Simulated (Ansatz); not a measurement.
TaTe:
```
TaTe
1.0
    3.40423     0.00000     0.00000
    0.00000     3.40423     0.00000
    0.00000     0.00000     3.40423
Ta Te
1 1
Direct
  0.00000   0.00000   0.00000
  0.50000   0.50000   0.50000
```

Relaxed with r²SCAN.

Q: Map the electron localisation function on the plane through (0.000, 0.000, 0.000) spanned by u = [1, 0, 0] and v = [0, 1, 1] in lattice vectors, from plane-wave PAW r²SCAN (Ansatz code).

A: x is the fraction of u, y of v (the angle between them is 90°; rows are the nearest grid lines); atoms in the plane: Ta at (0.00, 0.00), Te at (0.50, 0.50).
```
y \ x   0.000  0.118  0.176  0.294  0.353  0.471  0.529  0.647  0.706  0.824  0.882   1.00
------  -----  -----  -----  -----  -----  -----  -----  -----  -----  -----  -----  -----
1.00    0.019  0.573  0.757  0.360  0.251  0.489  0.489  0.251  0.360  0.757  0.573  0.019
0.917   0.560  0.714  0.681  0.221  0.219  0.441  0.441  0.219  0.221  0.681  0.714  0.560
0.833   0.581  0.392  0.219  0.191  0.314  0.460  0.460  0.314  0.191  0.219  0.392  0.581
0.750   0.125  0.165  0.261  0.556  0.607  0.592  0.592  0.607  0.556  0.261  0.165  0.125
0.708   0.158  0.288  0.451  0.624  0.587  0.517  0.517  0.587  0.624  0.451  0.288  0.158
0.625   0.176  0.407  0.545  0.490  0.417  0.227  0.227  0.417  0.490  0.545  0.407  0.176
0.542   0.123  0.376  0.458  0.349  0.138  0.005  0.005  0.138  0.349  0.458  0.376  0.123
0.458   0.123  0.376  0.458  0.349  0.138  0.005  0.005  0.138  0.349  0.458  0.376  0.123
0.375   0.176  0.407  0.545  0.490  0.417  0.227  0.227  0.417  0.490  0.545  0.407  0.176
0.292   0.158  0.288  0.451  0.624  0.587  0.517  0.517  0.587  0.624  0.451  0.288  0.158
0.250   0.125  0.165  0.261  0.556  0.607  0.592  0.592  0.607  0.556  0.261  0.165  0.125
0.167   0.581  0.392  0.219  0.191  0.314  0.460  0.460  0.314  0.191  0.219  0.392  0.581
0.0833  0.560  0.714  0.681  0.221  0.219  0.441  0.441  0.219  0.221  0.681  0.714  0.560
0.000   0.019  0.573  0.757  0.360  0.251  0.489  0.489  0.251  0.360  0.757  0.573  0.019
```

The density is the valence pseudo-density with augmentation charge, so density and ELF within about 1 Å of a nucleus are not all-electron values.

Space group Pm-3m (CsCl type). The start of the workflow was typed in or built on a structure type; neither database checked (COD, Materials Project) lists it. Whether it is the stable phase at ambient conditions was not checked. The r²SCAN relaxation kept the symmetry of its start; whether a distortion lowers the energy is not shown. No spin polarisation was allowed. Its formation energy is positive at this level, so the cell may be metastable or incomplete. Scalar-relativistic: spin–orbit coupling is off unless named, which matters more the heavier the elements.

Potentials: the later of the program's two PAW sets.
